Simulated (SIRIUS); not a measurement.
A self-consistent single point of a (001) slab of InSb (cut from a parent of space group no. 216; 4 atoms in the cell).

```
InSb
1.0
    4.59659     0.00000     0.00000
   -4.59659     4.59659     0.00000
    0.00000     0.00000    14.97490
In Sb
2 2
Cartesian
  0.00000   0.00000   9.97490
  2.29829   2.29829   6.65830
  0.00000   2.29829   8.31660
  2.29829   0.00000   5.00000
```

Computed with LDA (PW92), GBRV LDA ultrasoft pseudopotentials (plane waves; SIRIUS 7.12.0).

SIRIUS settings:

* **parameters.ngridk**: 7 7 1
* **parameters.xc_functionals**: [XC_LDA_X, XC_LDA_C_PW]
* **parameters.gk_cutoff**: 6.325 1/bohr
* **parameters.pw_cutoff**: 14.143 1/bohr
* **parameters.smearing**: fermi_dirac
* **parameters.smearing_width**: 0.00367493 Ha
* **potentials**: GBRV LDA ultrasoft pseudopotentials
* **parameters.electronic_structure_method**: pseudopotential
* **parameters.num_bands**: 34
* **parameters.num_mag_dims**: 0
* **parameters.num_dft_iter**: 100
* **parameters.energy_tol**: 1e-07 Ha
* **parameters.density_tol**: 1e-06
* **mixer.type**: anderson
* **mixer.beta**: 0.5
* **mixer.use_hartree**: false

Results:

```
Quantity                                                  Value
------------------------------------------------  -------------
Number of valence electrons                                  56
Number of bands                                              34
Number of k-points after the program's reduction             25
Number of plane waves (most at a k-point)                  9177
Number of SCF iterations                                     21
FFT grid                                          45 × 60 × 135
Free energy E − TS                                -8642.8899 eV
Fermi level (on the code's own zero)                    0.28 eV
Pressure averaged over the cell with its vacuum       -1.07 GPa
Largest force (vector length)                        0.502 eV/Å
```

Forces (eV/Å):
```tsv
atom	Fx	Fy	Fz
In1	0.000	0.000	-0.166
In2	0.000	0.000	-0.479
Sb3	0.000	0.000	0.143
Sb4	0.000	0.000	0.502
```

For comparison: a first run was changed to give this one (lattice scaled in the plane by 0.98), and from it to this one the free energy goes down by 25.3 meV/atom and the largest force goes from 0.655 to 0.502 eV/Å.

No dipole correction was used; where the two faces of such a cut differ, images can couple through a dipole. The bare cut can leave dangling bonds, and the run has no spin polarisation, so a lower magnetic or reconstructed surface may exist. No clean gap shows at this smearing width and mesh (spacing up to 0.28 Å⁻¹); the mesh is coarse for partly filled bands, so the values carry mesh errors. Semi-local functionals can close small gaps.

Cost on one core: roughly 6 core-minutes.
